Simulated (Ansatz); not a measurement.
Given:

Be (hcp, Mg type)

```xyz
2
Lattice="2.2645 0.0000 0.0000 -1.1322 1.9611 0.0000 0.0000 0.0000 3.5609" Properties=species:S:1:pos:R:3 pbc="T T T"
Be     0.0000     1.3074     2.6707
Be     1.1322     0.6537     0.8902
```

The atoms are displaced by Q × the pattern below (from a DFPT mode at Γ, largest move 1; Q in Å), at fixed cell.

```csv
atom,x,y,z
Be1,0.000,0.000,1.000
Be2,0.000,0.000,-1.000
```

The numbers are results of PBE (plane waves to 420 eV, PAW, scalar-relativistic; Ansatz, a quantum-chemistry and plane-wave program), not measurements. k mesh 23×23×13 (Γ-centred), Fermi-Dirac smearing 0.05 eV. Energies are smeared free energies. With partly filled bands, energies and forces of such displacements shift with the k mesh and the smearing. Be was relaxed with its symmetry unable to fall. The PAW data are Ansatz's earlier set. The zero of ΔE is the undisplaced structure.

The scan covers Q from -0.100 to 0.100 Å in 13 points.

Q: Which space group does the distorted structure have?

A: P-3m1 (No. 164), lowered from P6_3/mmc.

Q: Is this a single well or a double well?

A: A single well with its minimum at or next to zero displacement.

Q: Is the energy the same for equal positive and negative displacements?

A: Even: the same for both signs.

Q: What is the energy change at Q = 0.100 Å?

A: 162 meV/cell.

Q: What harmonic wavenumber does the curvature at Q = 0 give?

A: 692 cm⁻¹.

(For displaced atoms, the force is minus the slope of the energy, and its curvature is a force constant, which sets phonon frequencies.)
